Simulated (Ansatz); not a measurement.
Input:

MgTiNO:
```yaml
crystal:
  lattice:
    - [2.96544, 0.00000, 0.00000]
    - [0.00000, 2.96544, 0.00000]
    - [0.00000, 0.00000, 4.32978]
  atoms:
    - { symbol: Ti, position: [0.00000, 0.00000, 0.00000] }
    - { symbol: N, position: [0.50000, 0.50000, 0.00000] }
    - { symbol: Mg, position: [0.50000, 0.50000, 0.50000] }
    - { symbol: O, position: [0.00000, 0.00000, 0.50000] }
```
The run is spin-polarised, in the one order tried: ferromagnetic.

This is the r²SCAN-relaxed structure.

Problem. All from plane-wave PAW r²SCAN (Ansatz code), unless another level is named. Give the net moment.

Solution. 0.03 μB per atom.

Problem. Next, the Bader charges?

Solution. Ti +1.87, N -1.97, Mg +1.74, O -1.63 e.

Space group P4/mmm. The start of the workflow was typed in or built on a structure type; neither database checked (COD, Materials Project) lists it. Its standing as an ambient phase is unchecked. The r²SCAN relaxation kept the symmetry of its start; its stability against distortions is not shown here. Spin order of the final state: ferromagnetic, the only order run, not a proven ground state. The cell computed holds one magnetic atom, so no antiferromagnetic order was within reach. Other orbital occupations within this spin state were not tried. No Hubbard U is applied.

Potentials: the later of the program's two PAW sets.
